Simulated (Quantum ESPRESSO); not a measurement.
# Computed records: AlZn$_{2}$S$_{3}$Cl (made-up cell, one site empty)

Calculation on a made-up crystal cell, not a measurement, rerun at a higher cutoff and a denser mesh: periodic Kohn-Sham density functional theory in plane waves with PseudoDojo standard norm-conserving scalar-relativistic pseudopotentials, each functional with its own files (v0.5 for PBE, v0.4.1 for LDA and PBEsol), no spin polarisation, no spin-orbit coupling, atoms not relaxed, stress positive in tension, energies less a fixed whole-eV offset for each atom's element; levels are Kohn-Sham levels at fractions of this cell's reciprocal vectors, counted from the reference band (half the neutral cell's valence electrons, rounded up) at Gamma; error bars give the change to or from the runs named with them, not the error of the files; each bar is the largest change over components, and at least 0.002 eV, 0.002 eV per angstrom or 0.02 GPa; energies are for the whole cell, and the offsets were chosen from early runs and are not element reference energies; machines and their load varied, so run times do not measure scaling. Program: Quantum ESPRESSO 7.5.

AlZn$_{2}$S$_{3}$Cl (made-up cell, one site empty)

```
CELL_PARAMETERS angstrom
5.46190 0.00000 0.00000
0.00000 5.46190 0.00000
0.00000 0.00000 5.46190
ATOMIC_POSITIONS crystal
Al 0.02442 0.01622 0.02437
Zn 0.01803 0.49250 0.50338
Zn 0.50347 0.98724 0.50669
S 0.23268 0.26436 0.26018
S 0.25400 0.73297 0.76905
S 0.74124 0.26725 0.74335
Cl 0.76457 0.72779 0.26553
```

* lattice type: zincblende/diamond
* empty site: 4
* functional: pbe
* cutoff: 1437 eV
* fermi dirac smearing: 0.025 eV
* scf tolerance: 1e-07 eV
* electrons removed: 0
* run command: pw.x -nk 1 -in in
* run processor: AMD EPYC, Zen 5 class, virtual cores
* k mesh: 6 x 6 x 6, shifted by half a step
* free energy less offsets: 3.468 eV
* scf iterations: 10
* smearing term minus ts: 0 eV
* pressure: -2.211 GPa
* stress xx: 1.196 GPa
* stress yy: 2.816 GPa
* stress zz: 2.62 GPa
* stress yz: -0.9143 GPa
* stress xz: 1.027 GPa
* stress xy: 0.6298 GPa
* reference band: 34
* error bar energy: 0.002 eV
* error bar stress: 0.02 GPa
* error bar force: 0.002 eV/Å
* error bar next band up: 0.002 eV
* error bars from: change from the looser run of this cell
* wall time of scf and band steps on a shared machine: 2112 s

Atoms:
```csv
atoms element,atom site,atom energy offset (eV)
Al,1,-64
Zn,2,-5687
Zn,3,-5687
S,5,-302
S,6,-302
S,7,-302
Cl,8,-449
```

Forces:
```csv
site,x (eV/Å),y (eV/Å),z (eV/Å)
1,-0.649,-0.1609,-2.079
2,-0.2884,-0.07553,1.762
3,-0.5487,0.7324,0.9299
5,1.447,-1.221,-0.7826
6,-0.2037,0.9609,0.3943
7,0.454,-1.202,0.8628
8,-0.2116,0.9657,-1.088
```

Levels:
```csv
level k point,next band up (eV)
Gamma,1.572
"(1/2,1/2,1/2)",2.159
"(0.15,0,0)",1.94
"(0,0.15,0)",1.957
"(0,0,0.15)",1.976
```
